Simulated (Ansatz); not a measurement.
Starting cell, SrVO3 (cubic perovskite):

```yaml
crystal:
  lattice:
    - [3.85762, 0.00000, 0.00000]
    - [0.00000, 3.85762, 0.00000]
    - [0.00000, 0.00000, 3.85762]
  atoms:
    - { symbol: Sr, position: [0.00000, 0.00000, 0.00000] }
    - { symbol: V, position: [0.50000, 0.50000, 0.50000] }
    - { symbol: O, position: [0.00000, 0.50000, 0.50000] }
    - { symbol: O, position: [0.50000, 0.50000, 0.00000] }
    - { symbol: O, position: [0.50000, 0.00000, 0.50000] }
```

In this cell atom 3 (O, nearest neighbour V at 1.929 Å; its periodic images, 3.9 Å or more away, move with it) is moved by s along Cartesian x, unit vector (1.000, 0.000, 0.000); all other atoms and the cell stay fixed.

All values below come from PBE (plane waves to 420 eV, PAW, scalar-relativistic; Ansatz, a quantum-chemistry and plane-wave program). k mesh 10×10×10 (Γ-centred), Fermi-Dirac smearing 0.05 eV. Energies are smeared free energies. Compression counts positive. With partly filled bands, energies and forces of such displacements shift with the k mesh and the smearing. F∥ is the force on the atom along that direction. SrVO3 is run without spin polarisation and with no Hubbard U. SrVO3 was relaxed with its symmetry unable to fall. ΔE is measured from the undisplaced structure.

```json
[
 {"s (Å)": "-0.190", "ΔE (meV/cell)": "252", "P (GPa)": "3.9", "F∥ (eV/Å)": "2.957"},
 {"s (Å)": "-0.152", "ΔE (meV/cell)": "154", "P (GPa)": "2.5", "F∥ (eV/Å)": "2.187"},
 {"s (Å)": "-0.114", "ΔE (meV/cell)": "84", "P (GPa)": "1.5", "F∥ (eV/Å)": "1.538"},
 {"s (Å)": "-0.076", "ΔE (meV/cell)": "36", "P (GPa)": "0.7", "F∥ (eV/Å)": "0.977"},
 {"s (Å)": "-0.038", "ΔE (meV/cell)": "9", "P (GPa)": "0.2", "F∥ (eV/Å)": "0.474"},
 {"s (Å)": "0.000", "ΔE (meV/cell)": "0", "P (GPa)": "0.1", "F∥ (eV/Å)": "0.000"},
 {"s (Å)": "0.038", "ΔE (meV/cell)": "9", "P (GPa)": "0.2", "F∥ (eV/Å)": "-0.474"},
 {"s (Å)": "0.076", "ΔE (meV/cell)": "36", "P (GPa)": "0.7", "F∥ (eV/Å)": "-0.977"},
 {"s (Å)": "0.114", "ΔE (meV/cell)": "84", "P (GPa)": "1.5", "F∥ (eV/Å)": "-1.538"},
 {"s (Å)": "0.152", "ΔE (meV/cell)": "154", "P (GPa)": "2.5", "F∥ (eV/Å)": "-2.187"},
 {"s (Å)": "0.190", "ΔE (meV/cell)": "252", "P (GPa)": "3.9", "F∥ (eV/Å)": "-2.957"}
]
```

What the scan shows:

```
Quantity                                                                                                                                             Result
--------------------------------------------------------  -------------------------------------------------------------------------------------------------
Energy at s = 0.190 Å                                                                                                                          252 meV/cell
Force along the line at s = -0.190 Å                                                                                                              2.96 eV/Å
Symmetry of the curve                                                                                                         even: the same for both signs
Shape of the curve                                                                           a single well with its minimum at or next to zero displacement
Force constant k = d²E/ds² at s = 0 (finite differences)                                                                                         12.3 eV/Å²
Harmonic estimate at the end of the scan                  ½ks² = 223 meV/cell against the computed 252 meV/cell, so the well is stiffer than harmonic there
```

The 11 points together took very roughly 3 core-minutes.

(A displaced cell: forces are minus the slopes of the energy, force constants its curvatures, and phonons follow from these.)
